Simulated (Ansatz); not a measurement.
The relaxed structure here is a generated cell of HfO2: the first start was made by placing the elements on the sites of a structure type, and the end was not matched to a known phase here, so it may be hypothetical. Known forms of HfO2 include space group No. 14, 29, 137, 225.

A relaxed structure of HfO2. Space group I4/mcm (No. 140). Computed with r2SCAN (plane waves to 500 eV, PAW, scalar-relativistic; Ansatz, an electronic-structure program).

```cif
data_Hf2O4
_chemical_formula_sum 'O4 Hf2'
_space_group_name_H-M_alt 'P 1'
_space_group_IT_number 1
_cell_length_a 4.70807
_cell_length_b 4.70807
_cell_length_c 4.70807
_cell_angle_alpha 112.061
_cell_angle_beta 112.061
_cell_angle_gamma 104.408
loop_
_space_group_symop_operation_xyz
  'x, y, z'
loop_
_atom_site_label
_atom_site_type_symbol
_atom_site_fract_x
_atom_site_fract_y
_atom_site_fract_z
_atom_site_occupancy
O1 O 0.81300 0.31300 0.12600 1
O2 O 0.31300 0.18700 0.50000 1
O3 O 0.68700 0.81300 0.50000 1
O4 O 0.18700 0.68700 0.87400 1
Hf1 Hf 0.75000 0.25000 0.50000 1
Hf2 Hf 0.25000 0.75000 0.50000 1
```

For HfO2, the volume per atom is 13.31 Å³. The density comes out as 8.75 g/cm³. The band gap is 2.77 eV, indirect (valence top at M, conduction bottom at Γ) (no spin-orbit coupling) and the smallest direct gap is 3.59 eV at Γ. The shortest distances is Hf–O 2.00 Å; O–O 2.71 Å; Hf–Hf 2.89 Å. The k-mesh is 9×9×9.

Band energies at high-symmetry points (eV from the VBM; labels of this space group; no spin-orbit coupling), from −5 eV up to 6.3 eV:

| point | energies |
|---|---|
| Γ | -3.94 -3.24 -3.24 -3.06 -2.65 -2.61 -2.61 -2.19 -1.87 -1.22 -1.22 -0.83 2.77 4.16 4.96 |
| X | -4.77 -4.69 -4.51 -3.33 -2.91 -2.50 -2.32 -2.10 -2.02 -1.50 -1.16 -1.09 4.44 4.55 5.16 6.05 |
| P | -4.13 -4.13 -3.83 -3.83 -3.13 -3.13 -2.63 -2.63 -1.92 -1.92 -1.15 -1.15 4.87 4.87 5.70 5.70 |
| N | -4.57 -4.57 -3.79 -3.79 -3.21 -3.21 -2.36 -2.36 -2.00 -2.00 -0.72 -0.72 4.77 4.77 5.48 5.48 |
| M | -4.69 -4.69 -4.44 -4.15 -2.88 -2.88 -1.32 -0.31 -0.31 0.00 4.91 5.42 6.12 |
| S | -4.68 -4.67 -4.35 -4.13 -2.87 -2.86 -1.34 -0.36 -0.32 -0.01 4.89 5.38 6.09 |
| S0 | -4.68 -4.67 -4.35 -4.13 -2.87 -2.86 -1.34 -0.36 -0.32 -0.01 4.89 5.38 6.09 |
| R | -4.75 -4.54 -4.29 -4.12 -2.88 -2.83 -1.37 -0.38 -0.36 -0.02 4.87 5.34 6.06 |

No spin polarisation in the result.

The run could not lose the symmetry of its start: the end is stationary, and may be a saddle point rather than a minimum.
